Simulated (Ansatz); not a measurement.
Si₇Ge (P-43m), random displacements

The calculation used DFT PBEsol, scalar-relativistic, plane waves, PAW in Ansatz 0.2.0. Settings: plane waves to 420 eV, k-mesh 6×6×6 (Γ-centred), Gaussian smearing 0.03 eV. No spin polarisation. Energies are free energies at this smearing, counted from the undisturbed cell; pressure is positive in compression.

Zero of the scan (as given, not relaxed at this level, and it needn't be the usual structure):

```
CELL_PARAMETERS angstrom
5.46540 0.00000 0.00000
0.00000 5.46540 0.00000
0.00000 0.00000 5.46540
ATOMIC_POSITIONS crystal
Si 0.25262 0.25262 0.25262
Si 0.00000 0.50000 0.50000
Si 0.50000 0.50000 0.00000
Si 0.50000 0.00000 0.50000
Si 0.74738 0.25262 0.74738
Si 0.74738 0.74738 0.25262
Si 0.25262 0.74738 0.74738
Ge 0.00000 0.00000 0.00000
```

The atoms are displaced (Å, in the unstrained cell):

```tsv
atom	ux	uy	uz
Si1	-0.067	-0.067	-0.045
Si2	-0.019	-0.018	-0.036
Si3	-0.041	0.004	0.018
Si4	0.032	-0.036	0.094
Si5	-0.017	0.011	0.048
Si6	0.021	0.054	0.021
Si7	0.026	0.007	-0.058
Ge8	0.064	0.045	-0.042
```

Strain (Voigt, engineering shear): (0.0473, 0.0472, 0.0328, -0.0306, 0.0599, 0.0854).

Problem. What are the energy change, the stress and the forces?

Solution. ΔE = 163.9 meV/atom; stress (xx, yy, zz, yz, xz, xy; compression positive) (-7.82, -7.88, -6.93, 3.04, -4.33, -5.51) GPa; gap on the mesh 0.02 eV.
| atom | Fx (eV/Å) | Fy | Fz |
| --- | --- | --- | --- |
| Si1 | 1.22 | 0.13 | 0.28 |
| Si2 | -0.32 | 0.42 | 0.56 |
| Si3 | -0.27 | 0.51 | 0.60 |
| Si4 | -0.49 | 0.96 | -0.34 |
| Si5 | 0.43 | -0.17 | -0.68 |
| Si6 | 0.31 | -0.68 | -0.80 |
| Si7 | 0.04 | -0.91 | -0.03 |
| Ge8 | -0.94 | -0.25 | 0.41 |